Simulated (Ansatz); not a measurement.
Consider the following.

Ba$_{2}$HfO$_{4}$:
```cif
data_Ba2HfO4
_chemical_formula_sum 'Ba2 Hf1 O4'
_space_group_name_H-M_alt 'P 1'
_space_group_IT_number 1
_cell_length_a 7.35665
_cell_length_b 7.35665
_cell_length_c 7.35665
_cell_angle_alpha 147.102
_cell_angle_beta 147.102
_cell_angle_gamma 47.213
loop_
_space_group_symop_operation_xyz
  'x, y, z'
loop_
_atom_site_label
_atom_site_type_symbol
_atom_site_fract_x
_atom_site_fract_y
_atom_site_fract_z
_atom_site_occupancy
Ba1 Ba 0.35236 0.35236 0.00000 1
Ba2 Ba 0.64764 0.64764 0.00000 1
Hf1 Hf 0.00000 0.00000 0.00000 1
O1 O 0.50000 0.00000 0.50000 1
O2 O 0.00000 0.50000 0.50000 1
O3 O 0.15607 0.15607 0.00000 1
O4 O 0.84393 0.84393 0.00000 1
```

This is the r²SCAN-relaxed structure.

### Question
All from r²SCAN (plane waves, PAW; program Ansatz), unless another level is named. Estimate the gap with spin–orbit coupling.

### Answer
3.83 eV.

### Question
And the band gap?

### Answer
3.84 eV (indirect).

### Question
Predict the weight of the valence-edge state by species (Voronoi cells).

### Answer
O 93 %, Ba 5 %.

Space group I4/mmm. The workflow started from a Materials Project entry (that database holds measured and hypothetical structures alike); the Crystallography Open Database copy checked does not list it. Whether it is the stable phase at ambient conditions was not checked. The r²SCAN relaxation kept the symmetry of its start; whether a distortion lowers the energy is not shown. No spin polarisation was allowed. Spin–orbit coupling is left out wherever it is not named.

Potentials: the later of the program's two PAW sets.
